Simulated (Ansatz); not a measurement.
**Na₈MgMn₂O₈: do the settings matter for the field gradients?**

Cell: a computed structure from the Materials Project (it need not be an observed phase), taken as it stands.

```
Na Mg Mn O
1.0
     5.82904    0.00000    0.00000
    -1.68104    5.59078    0.00000
    -1.61332   -0.64175    7.98193
Na Mg Mn O
8 1 2 8
Cartesian
  2.7486 0.1633 0.4103
  4.7434 2.7289 0.8017
  2.2133 2.3842 2.5437
  0.6915 0.1622 3.0345
  4.4522 0.1529 5.4308
  2.5017 2.5584 5.6957
  -0.3734 5.1077 5.6151
  -0.1534 2.3456 7.4332
  2.2617 4.8860 2.8913
  -0.7123 2.7319 3.9271
  3.9897 5.5719 0.1252
  0.8994 1.3180 0.9849
  2.7750 4.2806 1.0403
  0.5727 4.1152 3.5293
  4.0705 1.2296 3.2332
  3.6297 3.9786 4.0285
  0.3871 1.6690 5.0737
  -2.0876 3.8417 7.3201
  2.8156 0.4306 7.1133
```

Atoms are numbered from 1 in the order listed; like atoms form one site, named after its first atom.

Reference run. Computed with Ansatz: DFT, PBE, plane waves and PAW, scalar-relativistic, collinear spin, 420 eV cutoff, Γ-centred 4×4×3 k-points, Fermi–Dirac smearing 0.02 eV. Start moments as typed (μB): 4 on each Mn, none on the rest.

**Question.** The input is changed as follows: `basis.ecutrho_ratio`: not typed → 12; `scf.occupations.width`: 0.02 → not typed; `scf.occupations.method`: fermi_dirac → tetrahedron_uncorrected; `scf.eigensolver.kind`: not typed → davidson; `basis.precision`: not typed → f64. What happens to V_zz (10²¹ V/m²) and η?

**Answer.** 

```csv
site,atom,V_zz reference,η reference,V_zz changed,η changed
Na4,4,1.80,0.78,1.80,0.78
Na8,8,-0.78,0.81,-0.78,0.81
Mg,9,0.90,0.20,0.90,0.20
Mn10,10,4.20,0.43,4.20,0.43
Mn11,11,-2.82,0.67,-2.82,0.67
O12,12,5.35,0.34,5.36,0.34
O13,13,3.38,0.72,3.38,0.72
O14,14,4.93,0.88,4.93,0.88
O16,16,4.61,0.58,4.62,0.58
O17,17,-4.72,0.93,-4.73,0.93
O18,18,4.58,0.48,4.58,0.48
O19,19,4.06,0.67,4.07,0.67
```

No V_zz moves by more than 0.01. The table leaves out 7 of the 19 sites, with |V_zz| up to 4.81; their tensors move by 0.01 at most along any direction. The statements above cover all sites. SCF iterations: 25 and 17. New warnings: band table not solved further.

On the reference run: The largest force is 0.5 eV/Å, so the atoms aren't at the calculated equilibrium and relaxing them would move these values. The program didn't check the stability of this electronic state in full, so a lower one may lie near. With a gap of 0.6 eV on this mesh, small gradients can still move by 0.1 × 10²¹ V/m² or more as the k-mesh gets denser. All moments are parallel here, as the start or the cell imposes; many such compounds order antiparallel, where fields and spin densities carried over to other atoms largely cancel. The magnetic order is the one that the run reached from its start moments, not necessarily the measured one.
